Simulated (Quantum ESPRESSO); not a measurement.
# Moving one atom in Al2GaInP4

These are calculations, not measurements. They come from pw.x of Quantum ESPRESSO 7.5, a plane-wave density functional program, with PseudoDojo standard norm-conserving files (v0.5 for PBE, v0.4.1 for LDA and PBEsol). The cells are made up: elements, strain and atom displacements were drawn at random, and nothing was relaxed. There is no spin polarisation, spin-orbit coupling or dispersion term.

The cell has 8 sites of a zincblende or diamond lattice. Sites 1 to 4 hold Al Al Ga In; sites 5 to 8 hold P P P P. Cell vectors in Å: (5.616, 0.002, -0.021); (0.002, 5.659, 0.021); (-0.021, 0.021, 5.558). Settings: PBE, cutoff 1088 eV, 4 x 4 x 4 k mesh shifted by half a step, Fermi-Dirac smearing of 0.025 eV.

Each run shifts the P atom on site 5 along x and leaves all else fixed. Site 1 is one of its nearest neighbours. E is the free energy of the cell above the lowest run shown.

```
run  shift (Å)  Fx on site 5 (eV/Å)  Fx on site 1 (eV/Å)  P (GPa)  E (meV)
  1    -0.1392               -0.607                0.779     1.49      0.0
  2    -0.0697               -1.427                0.964     1.64     70.6
  3    -0.0517               -1.641                1.009     1.69     98.2
  4    -0.0233               -1.978                1.078     1.79    149.6
  5    -0.0008               -2.245                1.130     1.88    197.2
  7     0.1102               -3.542                1.353     2.45    518.8
  6     0.0462                    ?                    ?        ?        ?
```

A rerun of one of these cells at 1377 eV and k mesh 6 x 6 x 6 moved values by no more than 0.006 eV in the cell's energy, 0.02 GPa in stress and 0.002 eV/Å in force.

## Worked fit

A parabola through the six runs shown gives Fx on site 5 = -2.252 - 11.76 u + 0.4 u² eV/Å, with u in Å and a scatter of 0.003 eV/Å. Minus the slope, 11.76 ± 0.09 eV/Å², is this atom's force constant along x at u = 0, with its periodic images moving too. The fitted force does not vanish within the range. The error is the larger of the fit's own and the change that a cubic makes, rounded up.

## Withheld run

Question: what Fx on site 5 should run 6 give?

The fit gives -2.794 eV/Å. The calculation gave -2.800 eV/Å.

| run | shift (Å) | Fx on site 5 (eV/Å) | Fx on site 1 (eV/Å) | P (GPa) | E (meV) |
| --- | --- | --- | --- | --- | --- |
| 6 | 0.0462 | -2.800 | 1.231 | 2.09 | 315.7 |